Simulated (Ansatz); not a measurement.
Theory: DFT PBE, scalar-relativistic, plane waves, PAW (Ansatz). Settings: cutoff 420 eV, Γ-centred meshes spaced at most about 0.3 Å⁻¹ (2π included), Gaussian smearing. No spin polarisation in the final relaxations.

These are static total energies at zero pressure. All come from trial cells, and lower structures may exist.

Task: Which of these relaxed structures of Mg2CdS3 is the lowest in energy?
A.

```xyz
6
Lattice="-1.8851 1.8851 8.0083 1.8851 -1.8851 8.0083 1.8851 1.8851 -8.0083" Properties=species:S:1:pos:R:3 pbc="T T T"
Mg    0.0000    0.0000   10.6896
Mg    0.0000    0.0000    5.3271
Cd    0.0000    0.0000    0.0000
S     0.0000    0.0000    2.7257
S     0.0000    0.0000   13.2910
S     0.0000    0.0000    8.0083
```

B.

```xyz
6
Lattice="-2.0448 2.0448 8.6243 2.0448 -2.0448 8.6243 2.0448 2.0448 -8.6243" Properties=species:S:1:pos:R:3 pbc="T T T"
Mg    0.0000    0.0000   14.3312
Mg    0.0000    0.0000    2.9173
Cd    0.0000    0.0000    8.6243
S     0.0000    2.0448    1.5360
S     2.0448    0.0000    4.3121
S     0.0000    2.0448    7.0883
```

Result: B. It has Mg and Cd ordered on zinc blende sites, space group I-4m2 (No. 119); the next, A, with Mg and Cd ordered on rock salt sites, space group I4/mmm (No. 139), lies 56 meV/atom higher. Counting S atoms around Cd and Mg (those within 1.25 times the shortest such distance or 1.15 times the sum of covalent radii, 1.27 where that leaves under three), the lowest has Mg 4, Cd 4 and the next has Mg 6, Cd 6.

With atoms moved at random, I-4m2 came back. Other cells relaxed within their symmetry can be saddle points. Some types were kept out of the candidates beforehand, so the set may lack a known form.
